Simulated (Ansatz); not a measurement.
LaFeGe3:
```
CELL_PARAMETERS angstrom
     -2.15052     2.15052     4.93910
      2.15052    -2.15052     4.93910
      2.15052     2.15052    -4.93910
ATOMIC_POSITIONS crystal
  La 0.99901 0.99901 0.00000
  Fe 0.66445 0.66445 0.00000
  Ge 0.43665 0.43665 0.00000
  Ge 0.75514 0.25514 0.50000
  Ge 0.25514 0.75514 0.50000
```

Relaxed with PBEsol.

Task: Map the valence electron density (e/Å³), cut off at 2 on the plane through (0.999, 0.999, 0.000) spanned by u = [1, 1, 0] and v = [1, 0, 1] in lattice vectors, from PBEsol in the plane-wave PAW code Ansatz.

Result: x is the fraction of u, y of v (the angle between them is 90°; rows are the nearest grid lines); atoms in the plane: La at (0.00, 0.00), Fe at (0.67, 0.00), Ge at (0.44, 0.00), Ge at (0.26, 0.50), Ge at (0.76, 0.50).
```
|*#%#-.       .:@@@@@-:-@@@@@@=.   .-#%#*|
|*#%#-.       .:#@@@@-:-@@@@@@-.   .-#%#*|
|#%%*:        ..=@@@@:::#@@@@@:.   .:*%%#|
|%%#=.         .:+@@*...-@@@@=..    :=#%%|
|**=:.         ..:--:....:++=:..    .:=**|
|--:.          ......    .::::...    .:--|
|..       ..........      ..::::..    ...|
|       ..:--:..          ..:-=-:.       |
|       .-#@@=:.          .:-#@@=:.      |
|      .:*@@@@-..         .:*@@@@-.      |
|      .-@@@@@+:.         .-@@@@@+:.     |
|      .-@@@@@*:.         .-@@@@@*:.     |
|      .-@@@@@+:.         .-@@@@@+:.     |
|      .:*@@@@-..         .:*@@@@-.      |
|       .-#@@=:.          .:-#@@=:.      |
|       ..:--:..          ..:-=-:.       |
|..       ..........      ..::::..    ...|
|--:.          ......    .::::...    .:--|
|**=:.         ..:--:....:++=:..    .:=**|
|%%#=.         .:+@@*...-@@@@=..    :=#%%|
|#%%*:        ..=@@@@:::#@@@@@:.   .:*%%#|
|*#%#-.       .:#@@@@-:-@@@@@@-.   .-#%#*|
|*#%#-.       .:@@@@@-:-@@@@@@=.   .-#%#*|
```
Scale: ten equal steps from 0.066 (start of ' ') to 2.00 (end of '@'), in the order ' .:-=+*#%@'; x runs from 0.000 to 1.00, y from 0.000 (bottom) to 1.00 (top).

The density is the valence pseudo-density with augmentation charge, so density and ELF within about 1 Å of a nucleus are not all-electron values.

Space group I4mm. The workflow started from an entry of the Crystallography Open Database (COD, 295 K). Its standing as an ambient phase is unchecked. Symmetry was held in the PBEsol relaxation; its stability against distortions is not shown here. The workflow began spin-polarised and lost its moments. The cell computed holds one magnetic atom, so no antiferromagnetic order was within reach. Spin–orbit coupling is left out wherever it is not named.

Potentials: the later of the program's two PAW sets.
